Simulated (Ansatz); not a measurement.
Si₂MoN₄:
```xyz
14
Lattice="2.8920 0.0000 0.0000 -1.4460 2.5046 0.0000 0.0000 0.0000 20.6662" Properties=species:S:1:pos:R:3 pbc="T T T"
Mo     0.0000     1.6697     5.1666
Mo     1.4460     0.8349    15.4997
N      1.4460     0.8349     6.4097
N      0.0000     1.6697    16.7428
N      0.0000     1.6697    14.2566
N      1.4460     0.8349     3.9235
Si     1.4460     0.8349     8.1486
Si     0.0000     1.6697    18.4817
Si     0.0000     1.6697    12.5176
Si     1.4460     0.8349     2.1845
N      0.0000     0.0000     8.6577
N      0.0000     0.0000    18.9908
N      0.0000     0.0000    12.0085
N      0.0000     0.0000     1.6754
```

PBE+D3(BJ) in the plane-wave PAW code Ansatz gives a gap of 1.72 eV without spin–orbit coupling, maximum at Γ, minimum at H.

Problem. What happens when spin–orbit coupling is switched on?

Solution. The gap stays essentially unchanged, to 1.72 eV; maximum at Γ, minimum at H.

Problem. Give the hole effective mass with spin–orbit coupling.

Solution. 1.2, 1.2, 1.3 mₑ (principal values).

Space group P6_3/mmc. The start of the workflow was typed in or built on a structure type; neither database checked (COD, Materials Project) lists it. Whether it is the stable phase at ambient conditions was not checked. The PBE+D3(BJ) relaxation kept the symmetry of its start; whether a distortion lowers the energy is not shown. The workflow began spin-polarised and lost its moments.

Potentials: the earlier of the program's two PAW sets.
